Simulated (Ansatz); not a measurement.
# SrVO$_{3}$: levels along high-symmetry lines

```yaml
crystal:
  lattice:
    - [3.84090, 0.00000, 0.00000]
    - [0.00000, 3.84090, 0.00000]
    - [0.00000, 0.00000, 3.84090]
  atoms:
    - { symbol: Sr, position: [0.50000, 0.50000, 0.50000] }
    - { symbol: V, position: [0.00000, 0.00000, 0.00000] }
    - { symbol: O, position: [0.50000, 0.00000, 0.00000] }
    - { symbol: O, position: [0.00000, 0.50000, 0.00000] }
    - { symbol: O, position: [0.00000, 0.00000, 0.50000] }
```

Atoms are numbered in the order listed.

The cell is COD entry 1512117, as deposited and not checked against the literature; nothing was relaxed.

Semilocal functionals without U often leave such compounds metallic or with too small a gap, and the real magnetic order may differ.

Computed with Ansatz 0.2.0, DFT, PBE, all-electron LAPW, scalar-relativistic.

The runs use a Γ-centred 7×7×7 k mesh, Fermi–Dirac smearing of 0.05 eV, basis error target 0.5 meV/atom, spin-polarised from start moments V2 1.5 μB (the moments died away, and the run ended non-magnetic).

Points in fractions of the reciprocal vectors of this cell: Γ (0, 0, 0), X (0, 0.5, 0), M (0.5, 0.5, 0), R (0.5, 0.5, 0.5). The path joins them by straight lines in the order Γ–X–M–Γ–R–X–R–M; legs that retrace an earlier one aren't tabulated. Energies are in eV from the Fermi level.

Is there a gap?

none: bands cross the Fermi level, a metal.

List the levels between -5 and 4.5 eV at the symmetry points.


Γ: -3.20 (×3), -2.35 (×3), -0.86 (×3), 1.38 (×2), 3.67 (×2)
X: -4.51, -4.50 (×2), -4.04, -2.79 (×2), -0.74, 1.06 (×2), 1.40, 3.69
M: -4.05, -3.56 (×2), -2.06, 1.04 (×2), 1.41, 2.41
R: -1.97 (×3), 1.63 (×3)
